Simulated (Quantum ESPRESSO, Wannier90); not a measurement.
# Wannierisation of InP (zinc blende)

```yaml
crystal:
  lattice:
    - [0.00000, 2.95198, 2.95198]
    - [2.95198, 0.00000, 2.95198]
    - [2.95198, 2.95198, 0.00000]
  atoms:
    - { symbol: In, position: [0.00000, 0.00000, 0.00000] }
    - { symbol: P, position: [0.75000, 0.75000, 0.75000] }
```

Structure: Materials Project mp-20351, symmetrised, not relaxed again. COD (Crystallography Open Database) has an entry of this formula and space group (matched by these alone). Computed values, not measurements, from PBEsol: Quantum ESPRESSO (norm-conserving PseudoDojo potentials, cutoff 56 Ry, spinors with spin-orbit coupling) on a Γ-centred 8×8×8 mesh, then Wannier90. Density: 10×10×10 mesh, Gaussian smearing 0.01 Ry.

Base run: 16 functions from bands 11-40 of the 40 computed, start hydrogen-like In: s;p; P: s;p, centres 0.05 Å off the atoms, frozen window up to 1.96 eV relative to the valence-band maximum, outer window open. One setting was then changed (edges relative to the valence-band maximum; misfit to pw.x on a path, for states up to 1.5 eV relative to the valence-band maximum).

```tsv
run	Ω_I (Å²)	rms misfit (meV)	worst (meV)
base	23.42	5.1	45
changed	40.19	8.7	41
```

Which change was made?
A) frozen window to 2.96 eV
B) outer window to 9.48 eV
C) frozen window to 0.96 eV
D) frozen window to -0.04 eV
E) no frozen window

B, outer window to 9.48 eV. The others give:

```json
[
 {"run": "frozen window to -0.04 eV", "Ω_I (Å²)": "22.71", "rms misfit (meV)": "52", "worst (meV)": "393"},
 {"run": "frozen window to 0.96 eV", "Ω_I (Å²)": "22.71", "rms misfit (meV)": "52", "worst (meV)": "392"},
 {"run": "frozen window to 2.96 eV", "Ω_I (Å²)": "26.63", "rms misfit (meV)": "3.6", "worst (meV)": "18"},
 {"run": "no frozen window", "Ω_I (Å²)": "21.80", "rms misfit (meV)": "202", "worst (meV)": "651"}
]
```
